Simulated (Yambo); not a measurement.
**Optical response of LaCN₂Cl**

```
LaCN2Cl
1.0
    5.36357     0.00000     0.00000
    0.00000     4.03846     0.00000
   -1.36965     0.00000     7.50581
C N Cl La
2 4 2 2
Cartesian
  1.37005   1.00961   2.68896
  2.62387   3.02884   4.81685
  1.41075   3.02884   4.95961
  2.58317   1.00961   2.54619
  3.85888   3.02884   4.64197
  0.13504   1.00961   2.86384
  2.68490   1.00961   7.19064
  1.30902   3.02884   0.31517
 -0.05737   1.00961   5.52367
  4.05129   3.02884   1.98213
```

Yambo, RPA with local fields on PBEsol bands; 4×4×2 mesh, 127 bands, 3 Ry local-field block, 0.2 eV broadening; field along y.

| E (eV) | Im ε | Re ε | Im ε, independent particles |
|---|---|---|---|
| 0.0 | 0.00 | 4.04 | 0.00 |
| 0.5 | 0.01 | 4.06 | 0.01 |
| 1.0 | 0.03 | 4.10 | 0.03 |
| 1.5 | 0.04 | 4.19 | 0.05 |
| 2.0 | 0.07 | 4.32 | 0.07 |
| 2.5 | 0.11 | 4.52 | 0.12 |
| 3.0 | 0.20 | 4.87 | 0.22 |
| 3.5 | 0.68 | 5.53 | 0.76 |
| 4.0 | 1.72 | 5.12 | 1.91 |
| 4.5 | 1.90 | 4.69 | 2.09 |
| 5.0 | 1.69 | 4.80 | 1.86 |
| 5.5 | 2.14 | 5.36 | 2.33 |
| 6.0 | 3.56 | 4.72 | 3.75 |
| 6.5 | 3.67 | 4.47 | 3.91 |
| 7.0 | 3.68 | 3.64 | 4.05 |
| 7.5 | 4.38 | 3.27 | 5.02 |
| 8.0 | 4.32 | 2.66 | 4.92 |
| 8.5 | 4.05 | 1.93 | 4.68 |
| 9.0 | 4.07 | 1.31 | 4.59 |
| 9.5 | 3.35 | 0.94 | 3.85 |
| 10.0 | 3.58 | 0.82 | 4.22 |
| 10.5 | 3.35 | 0.46 | 3.66 |
| 11.0 | 2.71 | 0.00 | 2.87 |
| 11.5 | 2.18 | 0.15 | 2.56 |
| 12.0 | 1.77 | 0.29 | 2.46 |
| 12.5 | 1.76 | 0.60 | 2.76 |
| 13.0 | 1.72 | 0.55 | 2.36 |
| 13.5 | 2.02 | 0.61 | 2.49 |
| 14.0 | 1.58 | 0.28 | 1.74 |
| 14.5 | 1.36 | 0.47 | 1.63 |
| 15.0 | 1.35 | 0.46 | 1.69 |
| 15.5 | 1.18 | 0.54 | 1.60 |
| 16.0 | 1.15 | 0.72 | 1.58 |
| 16.5 | 1.13 | 0.72 | 1.33 |
| 17.0 | 1.37 | 0.87 | 1.35 |
| 17.5 | 1.35 | 0.70 | 1.36 |
| 18.0 | 1.38 | 0.61 | 1.61 |
| 18.5 | 1.36 | 0.43 | 1.51 |
| 19.0 | 1.03 | 0.47 | 1.66 |
| 19.5 | 1.04 | 0.48 | 1.89 |
| 20.0 | 0.91 | 0.52 | 1.91 |

Peak heights and small wiggles depend on the k mesh. Convergence of the RPA response with its 4×4×2 mesh was not tested. No excitonic effects at this level.

The 4f states are in the valence at their DFT position.

Geometry of the Materials Project entry, not relaxed at this level.
